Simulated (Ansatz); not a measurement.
Level: PBE, no spin polarisation; 420 eV; 5×5×6 Γ-centred mesh; fermi-dirac occupations (width 0.1 eV); Ansatz 0.2.0, fixed geometry.

Computed maps in the lattice plane spanned by a (left to right, 8.17 Å, 25 points from zero) and c (bottom to top, 5.93 Å, 18 points from zero), 106° apart, at height 0.250 along b. The fields are smooth PAW ones with compensation charges, not the true ones near nuclei.

Valence density. Digits on a logarithmic scale: 0 up to 0.03 e/Å³, each further digit a factor of 1.6, 9 from 1.3 e/Å³ up:
```
6788765421000011222211234
5667765421000012333221224
4678886431000122333221123
5799997531000123333211123
6999998531000122332211124
7999998520000112222111124
7999996420000011221111135
7899874210000001123322234
5777643210000001356653224
4555432111000013689975223
2333332221110136999996212
2233333332211147999995211
2345554443321258999974101
3467766544321247999852002
4689986544321135776420013
5899997543211113443210124
6999986543210001221111134
6999975432100001122111234
```

ELF. Ten even steps from '0' (0.00) to '9' (0.88):
```
6544444321000012222211257
6544433221000122222211135
3334443321000122222211123
3342234321000122222211112
3410024321000122222211113
4300024320000112221100123
4300144310000111100000024
4433443210000000000100024
4444443100000000157751014
4444321110000002799994003
3332222111100017998996002
1223333221110039976996001
2455554322110049988993001
5654444432110039999960003
7542234432110016898400026
6410024432110001221000147
6301034432110000000001257
5410244321100000111111257
```

Task: The cell is KTl₃Ge. Which atoms lie within 0.2 Å of this plane, and where (fractions of a and c)?

Result: Ge at (0.12, 0.07), Tl at (0.13, 0.68), K at (0.71, 0.33). The whole cell:
```yaml
crystal:
  lattice:
    - [8.16940, 0.00000, 0.00000]
    - [0.00000, 7.09863, 0.00000]
    - [-1.66881, 0.00000, 5.69212]
  atoms:
    - { symbol: Ge, position: [0.12050, 0.25000, 0.07380] }
    - { symbol: Ge, position: [0.87950, 0.75000, 0.92620] }
    - { symbol: Tl, position: [0.12560, 0.25000, 0.67610] }
    - { symbol: Tl, position: [0.87440, 0.75000, 0.32390] }
    - { symbol: Tl, position: [0.32330, 0.00620, 0.18780] }
    - { symbol: Tl, position: [0.67670, 0.50620, 0.81220] }
    - { symbol: Tl, position: [0.67670, 0.99380, 0.81220] }
    - { symbol: Tl, position: [0.32330, 0.49380, 0.18780] }
    - { symbol: K, position: [0.70570, 0.25000, 0.32570] }
    - { symbol: K, position: [0.29430, 0.75000, 0.67430] }
```

Origin: a known structure type with other elements, at an estimated volume, so it need not be a known compound. Caveats: atoms or cell far from equilibrium.
